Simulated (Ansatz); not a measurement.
# Nb2Si2SO12 — quadrupolar parameters

The cell is a Materials Project structure (computed, not necessarily an observed phase).

```yaml
crystal:
  lattice:
    - [7.74157, -4.46133, 0.00000]
    - [7.74157, 4.46133, 0.00000]
    - [-5.24708, 0.00000, 7.65913]
  atoms:
    - { symbol: Nb, position: [0.13648, 0.63924, 0.92645] }
    - { symbol: Nb, position: [0.63924, 0.13648, 0.42645] }
    - { symbol: Nb, position: [0.83684, 0.36983, 0.07324] }
    - { symbol: Nb, position: [0.36983, 0.83684, 0.57324] }
    - { symbol: Si, position: [0.53120, 0.46043, 0.24838] }
    - { symbol: Si, position: [0.96720, 0.74900, 0.25003] }
    - { symbol: Si, position: [0.74900, 0.96720, 0.75003] }
    - { symbol: Si, position: [0.46043, 0.53120, 0.74838] }
    - { symbol: S, position: [0.24644, 0.03662, 0.24922] }
    - { symbol: S, position: [0.03662, 0.24644, 0.74922] }
    - { symbol: O, position: [0.35540, 0.50198, 0.07985] }
    - { symbol: O, position: [0.22720, 0.87435, 0.09147] }
    - { symbol: O, position: [0.00084, 0.72238, 0.07922] }
    - { symbol: O, position: [0.72238, 0.00084, 0.57922] }
    - { symbol: O, position: [0.87435, 0.22720, 0.59147] }
    - { symbol: O, position: [0.50198, 0.35540, 0.57985] }
    - { symbol: O, position: [0.64247, 0.50288, 0.92129] }
    - { symbol: O, position: [0.78428, 0.14426, 0.92112] }
    - { symbol: O, position: [0.01323, 0.27143, 0.90598] }
    - { symbol: O, position: [0.27143, 0.01323, 0.40598] }
    - { symbol: O, position: [0.14426, 0.78428, 0.42112] }
    - { symbol: O, position: [0.50288, 0.64247, 0.42129] }
    - { symbol: O, position: [0.28361, 0.57009, 0.78713] }
    - { symbol: O, position: [0.92815, 0.78683, 0.78586] }
    - { symbol: O, position: [0.06072, 0.41254, 0.77112] }
    - { symbol: O, position: [0.41254, 0.06072, 0.27112] }
    - { symbol: O, position: [0.78683, 0.92815, 0.28586] }
    - { symbol: O, position: [0.57009, 0.28361, 0.28713] }
    - { symbol: O, position: [0.71487, 0.43243, 0.22303] }
    - { symbol: O, position: [0.08912, 0.20306, 0.22248] }
    - { symbol: O, position: [0.94033, 0.56429, 0.21414] }
    - { symbol: O, position: [0.56429, 0.94033, 0.71414] }
    - { symbol: O, position: [0.20306, 0.08912, 0.72248] }
    - { symbol: O, position: [0.43243, 0.71487, 0.72303] }
```

Sites (sets of like atoms) are named by element and the number of their first atom in this list.

All values are calculated (Ansatz; DFT, PBE, plane waves and PAW, scalar-relativistic, 420 eV cutoff, Γ-centred 3×3×3 k-points, Fermi–Dirac smearing 0.02 eV), not measured.

Conventions: |V_zz| ≥ |V_yy| ≥ |V_xx|, η = (V_xx − V_yy)/V_zz, C_Q = eQV_zz/h. Directions are in the Cartesian axes of the cell vectors above, for the atom listed; none is given where the gradient is under 0.02 or η is above 0.95.

```
site  first atom                                 first shell  V_zz (10²¹ V/m²)     η  direction of V_zz (x, y, z)
 Nb1           1                          6 O at 1.94–2.18 Å              21.4  0.07               0.74 0.30 0.61
 Nb3           3                          6 O at 1.88–2.31 Å            -15.99  0.28               0.77 0.31 0.55
 Si5           5                          4 O at 1.62–1.65 Å             -1.98  0.14              0.44 0.70 -0.56
 Si6           6                          4 O at 1.63–1.64 Å              1.05  0.31             -0.32 -0.64 0.70
   S           9                          4 O at 1.46–1.51 Å             -1.82  0.74             -0.38 -0.64 0.66
 O11          11  1 Si at 1.62 Å, 1 Nb at 1.98 Å, angle 160°              6.16  0.55              0.01 -0.69 0.72
 O12          12   1 S at 1.48 Å, 1 Nb at 2.18 Å, angle 153°             15.04  0.06               0.45 0.42 0.79
 O13          13  1 Si at 1.64 Å, 1 Nb at 1.94 Å, angle 157°              5.55  0.62              -0.65 0.29 0.70
 O17          17  1 Si at 1.65 Å, 1 Nb at 1.90 Å, angle 155°              6.13  0.30              0.07 -0.68 0.73
 O18          18  1 Si at 1.64 Å, 1 Nb at 1.95 Å, angle 162°              5.78  0.08               0.60 0.32 0.73
 O19          19          1 S at 1.46 Å; also 1 Nb at 2.31 Å             14.40  0.04              -0.57 0.19 0.80
 O23          23  1 Si at 1.62 Å, 1 Nb at 1.96 Å, angle 158°              5.79  0.57             0.74 -0.58 -0.34
 O24          24  1 Si at 1.64 Å, 1 Nb at 1.94 Å, angle 156°              5.50  0.62              0.10 0.94 -0.32
 O25          25   1 S at 1.51 Å, 1 Nb at 2.05 Å, angle 151°             14.99  0.08               0.89 0.41 0.19
 O29          29  1 Si at 1.65 Å, 1 Nb at 1.88 Å, angle 149°              6.10  0.28             0.78 -0.55 -0.29
 O30          30   1 S at 1.47 Å, 1 Nb at 2.19 Å, angle 156°             14.57  0.05              0.14 0.97 -0.19
 O31          31  1 Si at 1.63 Å, 1 Nb at 1.95 Å, angle 154°              6.00  0.09               0.83 0.47 0.32
```

At O11, O13, O18 and O23 V_zz points along the line of its two bonds (within 5°) in each case. At O17, O24, O29 and O31 V_zz runs parallel to the line that joins its two neighbours (within 9°) in each case. At O12, O25 and O30 V_zz points along the shorter of its two bonds, to S (within 5°) in each case.

The largest force is 0.6 eV/Å, so the atoms aren't at the calculated equilibrium and relaxing them would move these values. A computed database structure should lie near equilibrium, so this entry is doubtful. Without spin–orbit coupling (the program notes it for Nb) the gradients are little affected as a rule: paired runs on crystals with a gap mostly move them by under 2 % at such atoms.

Hardware: 1 thread of Arm Neoverse V1 (aarch64; 8 cores open to the job, memory cap 2.5 GiB, no GPU), a shared host with a load of 0.7 a core. Wall time 3.4 min, CPU time 3.4 min, peak memory 1.2 GiB.
